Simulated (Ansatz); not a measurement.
MgO:
```
CELL_PARAMETERS angstrom
      0.00000     2.10748     2.10748
      2.10748     0.00000     2.10748
      2.10748     2.10748     0.00000
ATOMIC_POSITIONS crystal
  Mg 0.00000 0.00000 0.00000
  O  0.50000 0.50000 0.50000
```

Relaxed with PBEsol. PBEsol (plane waves, PAW; program Ansatz) gives a gap of 4.62 eV.

What gap does HSE06 give on the same cell (Ansatz, PAW)?

6.46 eV, 1.84 eV more. The hybrid was solved on a coarser mesh and at special points; the gap given is the minimum over both.

```tsv
k	v1 PBEsol	c1 PBEsol	v1 HSE06	c1 HSE06
Γ	0.00	4.62	0.00	6.46
X	-1.35	8.95	___	___
L	-0.65	7.74	___	___
W	-1.78	11.49	___	___
K	-1.15	9.93	___	___
```

Top valence (v1) and lowest conduction level (c1) in eV from each method's valence maximum (which need not be a listed point): supply the withheld HSE06 values.


- L, v1 HSE06: -0.71
- L, c1 HSE06: 9.68
- K, v1 HSE06: -1.23
- K, c1 HSE06: 11.94
- X, v1 HSE06: -1.45
- X, c1 HSE06: 10.87
- W, v1 HSE06: -1.88
- W, c1 HSE06: 13.65

Cost on shared cores: the PBEsol run (SCF on a 11×11×11 mesh, then bands and DOS) roughly 7 core-seconds, the HSE06 run (SCF on 8×8×8, then a few points) very roughly 60 core-seconds; the tasks are unlike.

Space group Fm-3m (rock salt). The PBEsol relaxation kept the symmetry of its start. The volume moved by -16 % from the start of the relaxation.

Potentials: the earlier of the program's two PAW sets. The files were generated under PBE; for other functionals the program regenerates the frozen cores, and for LDA and PBEsol the local potential too.
